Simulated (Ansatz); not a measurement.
Elastic constants of Ta at 15 GPa (stress–strain coefficients): input and output

Method: DFT PBEsol, scalar-relativistic, plane waves, PAW (Ansatz).

Launched with:
```bash
ansatz run input.yaml --threads 1 --pin off --max-ram 3072MiB --backend cpu --events-out ev --progress --plain --runs-dir out
```

Input (bare energies are in eV):
```yaml
crystal:
  lattice:
    - [-1.6069793635, 1.6069793635, 1.6069793635]
    - [1.6069793635, -1.6069793635, 1.6069793635]
    - [1.6069793635, 1.6069793635, -1.6069793635]
  atoms:
    - { symbol: Ta, position: [0.0, 0.0, 0.0] }
basis:
  ecutwfc: 420
kpoints:
  mp_grid: { grid: [20, 20, 20] }
hamiltonian:
  xc: pbesol
scf:
  occupations: { method: fermi_dirac, width: 0.15 }
output:
  forces: true
  stress: true
  eigenvalues: true
elastic:
  mode: relaxed_ion
  amplitude: 0.005
```

From the output:
```
--- Elastic constants: 2 strain directions × 4 members + reference (group order 48) ---
  dense FFT box of the reference and of every strained cell: 20×20×20
  strains applied: 11, 23; error gains: componentwise 1.00 (the most a stress slope's error grows in a printed constant), spectral 1.73 (1 for all six strains in a standard setting)
  C = ∂σ_k/∂η_j (tension-positive GPa; Voigt order 11 22 33 23 13 12):
       355.200    213.108    213.108     -0.000      0.000      0.000
       213.108    355.200    213.108      0.000     -0.000      0.000
       213.108    213.108    355.200     -0.000      0.000     -0.000
        -0.000     -0.000     -0.000     85.779     -0.000     -0.000
        -0.000     -0.000      0.000      0.000     85.779      0.000
        -0.000      0.000      0.000      0.000     -0.000     85.779
  reference stress σ⁰ (GPa):    -14.996    -14.996    -14.996      0.000     -0.000     -0.000
  C* (energy form; C + prestress term) asymmetry max|C*_kj − C*_jk| = 8.527e-14 GPa — a small one proves nothing (zero by symmetry where the batch's group is 432, −43m or m−3m); a large one is finite-difference/SCF noise where every solve ...
  moduli (Voigt/Reuss/Hill, GPa): K = 260.47/260.47/260.47   G = 79.89/79.21/79.55   E = 216.59   ν = 0.361
  mechanically stable: yes (min eigenvalue of sym C = 85.78 GPa)
  strain η (Voigt 11):  stress-route row diagonal C_11 = 355.20 GPa, energy-path curvature d²(F+E_count+ΔE)/dδ²/Ω₀ = 355.24 GPa
    cells at ±δ against ±2δ: C21 213.15 and 213.28 GPa, apart by 0.04 % of the column's largest entry
         δ    σ_11 (GPa) F (eV) n_scf n_hpsi n_pw
    -1.000e-2     -18.6391       -9806.4801812       7  128974    334   relax 0 steps, max|allowed force component| 0.00e0 eV/Å
    -5.000e-3     -16.7947       -9806.4893567       3  103760    336   relax 0 steps, max|allowed force component| 0.00e0 eV/Å
     5.000e-3     -13.2430       -9806.5049011       4  110292    339   relax 0 steps, max|allowed force component| 0.00e0 eV/Å
     1.000e-2     -11.5373       -9806.5113168       6  110132    342   relax 0 steps, max|allowed force component| 0.00e0 eV/Å
  strain η (Voigt 23):  stress-route row diagonal C_44 = 85.78 GPa, energy-path curvature d²(F+E_count+ΔE)/dδ²/Ω₀ = 93.27 GPa
    cells at ±δ against ±2δ: C44 85.75 and 85.67 GPa, apart by 0.09 % of the column's largest entry
         δ    σ_23 (GPa) F (eV) n_scf n_hpsi n_pw
    -1.000e-2      -0.8567       -9806.4971055       7  226890    337   relax 0 steps, max|allowed force component| 0.00e0 eV/Å
    -5.000e-3      -0.4288       -9806.4974677       3  176371    337   relax 0 steps, max|allowed force component| 0.00e0 eV/Å
     5.000e-3       0.4288       -9806.4974677       3  173498    337   relax 0 steps, max|allowed force component| 0.00e0 eV/Å
     1.000e-2       0.8567       -9806.4971055       6  199487    337   relax 0 steps, max|allowed force component| 0.00e0 eV/Å
```

Time: 28 s on 1 thread of AMD EPYC 9R45 96-Core Processor (Zen 5), with other jobs on the host, peak memory 0.57 GiB.

In a metal, frequencies and elastic constants depend on the k mesh and the smearing, soft modes and shear constants most. Spin–orbit coupling is left out, which can shift energies with elements as heavy as these.